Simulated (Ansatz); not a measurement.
Theory: Ansatz 0.2.0, DFT PBE, scalar-relativistic, plane waves, PAW. Settings: cutoff 420 eV, Γ-centred meshes spaced at most about 0.3 Å⁻¹, and about 0.25 Å⁻¹ or finer for metals (2π included), Gaussian smearing. No spin polarisation in the final relaxations.

All energies are static (0 K, no zero-point motion).

Two relaxed structures of Lu3Au:

A.

```yaml
crystal:
  lattice:
    - [-3.02524, 3.02524, 3.02524]
    - [3.02524, -3.02524, 3.02524]
    - [3.02524, 3.02524, -3.02524]
  atoms:
    - { symbol: Lu, position: [0.00000, 0.50000, 0.50000] }
    - { symbol: Lu, position: [0.50000, 0.00000, 0.50000] }
    - { symbol: Lu, position: [0.50000, 0.50000, 0.00000] }
    - { symbol: Au, position: [0.00000, 0.00000, 0.00000] }
```

B.

```yaml
crystal:
  lattice:
    - [0.00000, 3.67106, 3.67106]
    - [3.67106, 0.00000, 3.67106]
    - [3.67106, 3.67106, 0.00000]
  atoms:
    - { symbol: Lu, position: [0.25000, 0.25000, 0.25000] }
    - { symbol: Lu, position: [0.75000, 0.75000, 0.75000] }
    - { symbol: Lu, position: [0.50000, 0.50000, 0.50000] }
    - { symbol: Au, position: [0.00000, 0.00000, 0.00000] }
```

Task: Which form is favoured at zero pressure, and by what margin per atom?

Result: B is lower, by 0.46 eV/atom. A has space group Im-3m (No. 229), 27.7 Å³/atom and no gap on its mesh; B has the BiF3 (D0_3) type, space group Fm-3m (No. 225), 24.7 Å³/atom and no gap. Counting all near atoms (those within 1.25 times the shortest distance at each site; a plus sign parts nearer from farther groups), A has Lu 6, Au 6 and B has Lu 8+6, Au 8+6. The denser one is the lower, and pressure would at first widen the difference. In A, around Lu lie 2 Au at 3.03 Å and 4 Lu at 3.03 Å; Au has 6 Lu at 3.03 Å. In B, Lu on a site of symmetry -43m is surrounded by 4 Au at 3.18 Å, 4 Lu at 3.18 Å and 6 Lu at 3.67 Å; Lu on a site of symmetry m-3m is surrounded by 8 Lu at 3.18 Å and 6 Au at 3.67 Å; Au has 8 Lu at 3.18 Å and 6 Lu at 3.67 Å. Both come from invented guesses.

These runs have no spin–orbit coupling, which can matter for Au. Cells relaxed within their symmetry can be saddle points.
